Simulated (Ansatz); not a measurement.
**Zone-centre modes in Rb₂AlTlCl₆**

Theory: DFT PBEsol, scalar-relativistic, plane waves, PAW (Ansatz 0.2.0). Settings: plane waves to 420 eV, k-mesh 4×4×4 (Γ-centred), Gaussian smearing 0.05 eV. Spin–orbit coupling is left out, which can shift energies with elements as heavy as these. No spin polarisation.

The starting cell (relaxed at this level; it needn't be the usual structure):

```
CELL_PARAMETERS angstrom
0.00000 5.29297 5.29297
5.29297 0.00000 5.29297
5.29297 5.29297 0.00000
ATOMIC_POSITIONS crystal
Rb 0.75000 0.75000 0.75000
Rb 0.25000 0.25000 0.25000
Al 0.00000 0.00000 0.00000
Tl 0.50000 0.50000 0.50000
Cl 0.78047 0.21953 0.21953
Cl 0.21953 0.21953 0.78047
Cl 0.21953 0.78047 0.78047
Cl 0.21953 0.78047 0.21953
Cl 0.78047 0.21953 0.78047
Cl 0.78047 0.78047 0.21953
```

Harmonic modes by finite displacements of 0.02 Å, without the LO–TO term.

**Question.** At this geometry, is the structure stable against these modes?

**Answer.** No: 3 modes are unstable, the strongest at 50i cm⁻¹.

**Question.** List the wavenumbers in cm⁻¹.

**Answer.** 50i, 50i, 50i, 0, 0, 0, 13, 13, 13, 25, 25, 25, 65, 65, 65, 92, 92, 92, 154, 154, 154, 210, 210, 213, 213, 213, 302, 331, 331, 331.

Cost: 1 run of about 4.1 core-minutes, on AMD EPYC 7571 (shared hosts).